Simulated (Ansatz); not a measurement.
A relaxed cell of CsBe3Ag is given with its symmetry left out. The cell was found from a structure generator's guess, not taken from experiment.

Level of theory: DFT PBE, scalar-relativistic, plane waves, PAW (Ansatz). Cutoff 420 eV, Γ-centred mesh, Gaussian smearing, no spin polarisation.

```
CELL_PARAMETERS angstrom
4.43590 0.00000 0.00000
0.00000 4.43590 0.00000
0.00000 0.00000 6.94903
ATOMIC_POSITIONS crystal
Cs 0.00000 0.00000 0.00000
Be 0.00000 0.50000 0.50000
Be 0.50000 0.00000 0.50000
Be 0.50000 0.50000 0.50000
Ag 0.00000 0.00000 0.50000
```

Formation energies are uncorrected and refer to the elements' standard structures at the same level.

Question: Find its symmetry and describe it.

Answer: P4/mmm (No. 123). Conventional cell: a = 4.436 Å, c = 6.949 Å. Around Cs lie 2 Ag at 3.47 Å, 8 Be at 4.12 Å and 4 Cs at 4.44 Å; around Be on a site of symmetry mmm lie 2 Ag at 2.22 Å and 2 Be at 2.22 Å; Be on a site of symmetry 4/mmm is surrounded by 4 Be at 2.22 Å; around Ag lie 4 Be at 2.22 Å, 4 Be at 3.14 Å and 2 Cs at 3.47 Å.

Question: What is its formation energy per atom?

Answer: +0.62 eV/atom. It can't be a ground state, since the elements alone are lower.

Question: Is it a metal?

Answer: Yes, bands cross the Fermi level on the 8×8×6 mesh.

The last run used an 8×8×6 mesh (in the run's order of axes) for its 5-atom cell and Gaussian smearing of 0.10 eV. A structure relaxed within its symmetry needn't be a true minimum.
